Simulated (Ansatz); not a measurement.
MgSe:
```xyz
2
Lattice="0.0000 2.9735 2.9735 2.9735 0.0000 2.9735 2.9735 2.9735 0.0000" Properties=species:S:1:pos:R:3 pbc="T T T"
Se     4.4602     4.4602     4.4602
Mg     0.0000     0.0000     0.0000
```

r²SCAN (plane waves, PAW; program Ansatz) gives a gap of 3.33 eV without spin–orbit coupling, maximum at Γ, minimum at Γ.

**Question.** What happens when spin–orbit coupling is switched on?

**Answer.** The gap decreases by 0.12 eV, to 3.21 eV; maximum at Γ, minimum at Γ.

**Question.** How large is the spin–orbit splitting of the valence top at Γ?

**Answer.** The fourfold level lies 0.38 eV above the split-off pair.

**Question.** Give the electron effective mass with spin–orbit coupling.

**Answer.** 0.21 mₑ (isotropic).

**Question.** Give the hole effective mass with spin–orbit coupling, band 1 of 2 at the edge.

**Answer.** 1.2 along [100], 2.3 along [110], 3.0 along [111] (mₑ).

**Question.** Give the hole effective mass with spin–orbit coupling, band 2 of 2 at the edge.

**Answer.** 0.35 along [100], 0.31 along [110], 0.30 along [111] (mₑ).

Space group F-43m (zinc blende). A made-up cell: these elements were put on the sites of a structure type; the Crystallography Open Database copy checked does not list it. COD files the formula under space group No. 225, so this cell is another polymorph or a model. Whether it is the stable phase at ambient conditions was not checked. The cell was relaxed with r²SCAN under the symmetry of its start; its stability against distortions is not shown here.

Potentials: the later of the program's two PAW sets.
